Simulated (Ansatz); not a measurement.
Pt:
```yaml
crystal:
  lattice:
    - [2.62361, 0.00000, 0.00000]
    - [0.00000, 2.62361, 0.00000]
    - [0.00000, 0.00000, 2.62361]
  atoms:
    - { symbol: Pt, position: [0.00000, 0.00000, 0.00000] }
```

Relaxed with PBE. Special points in fractions of this cell's reciprocal vectors: Γ (0.000, 0.000, 0.000); X (0.000, 0.500, 0.000); M (0.500, 0.500, 0.000); R (0.500, 0.500, 0.500).

Q: List the band energies nearest the Fermi level at these points for PBE (plane waves, PAW; program Ansatz).

A: In eV from the Fermi level; about four levels below and three above (degenerate sets whole), none deeper than 8.9 eV; … stands for higher levels left out; points with the same levels are listed once.

| k | below | above |
|---|---|---|
| Γ | -8.36 -5.60 -5.60 | … |
| X | -5.03 -1.82 -1.82 -0.45 | … |
| M | -5.75 -4.58 -1.42 -1.42 | 1.94 … |
| R | -4.76 -4.76 -4.76 | 2.08 2.08 … |

Space group Pm-3m (simple cubic). The cell is a constructed one: a structure type filled with these elements; neither database checked (COD, Materials Project) lists it. It is not the phase usual at ambient conditions (space group No. 225). Symmetry was held in the PBE relaxation; whether a distortion lowers the energy is not shown. The run is not spin-polarised. Scalar-relativistic: spin–orbit coupling is off unless named, which matters more the heavier the elements.

Potentials: the earlier of the program's two PAW sets.
